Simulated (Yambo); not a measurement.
```
CELL_PARAMETERS angstrom
      3.74037     0.00000     0.00000
     -1.87018     3.23925     0.00000
      0.00000     0.00000     5.89340
ATOMIC_POSITIONS crystal
  S  0.66667 0.33333 0.76867
  S  0.00000 0.00000 0.27686
  Cu 0.66667 0.33333 0.39104
  Lu 0.33333 0.66667 0.00645
```

LuCuS2 (space group P3m1, No. 156) under isotropic strain of -1.5 % on all lattice vectors: mean Im ε in 1 eV windows above the direct gap of 2.61 eV, for different electron-hole kernels (Yambo, broadening 0.15 eV, PBEsol (pw.x of Quantum ESPRESSO, ONCV potentials, without SOC) bands; 6×6×4 mesh, 9 valence and 7 conduction bands, static screening with 56 bands and a 4 Ry block, scissor 0.73 eV, Tamm-Dancoff; field along x).

```tsv
window (eV)	independent quasiparticles	BSE
2.6 to 3.6	11	13
3.6 to 4.6	7.7	7.5
4.6 to 5.6	7.9	9.4
```

This run doesn't resolve bound excitons or single peaks, so only averages are given, and they too depend on the mesh; weight that the attraction moves below the gap isn't listed. All transitions below 6.24 eV are in the band window. The scissor comes from a G0W0 run whose convergence isn't established.

The 3d shell has no Hubbard U; the runs are without spin polarisation, and magnetic order was not tried. The 4f states are in the valence at their DFT position.

Geometry strained from the cell relaxed with PBEsol, atoms relaxed again.

The structure is a Materials Project entry; no match was found in the copy of COD used, and its stability was not checked.
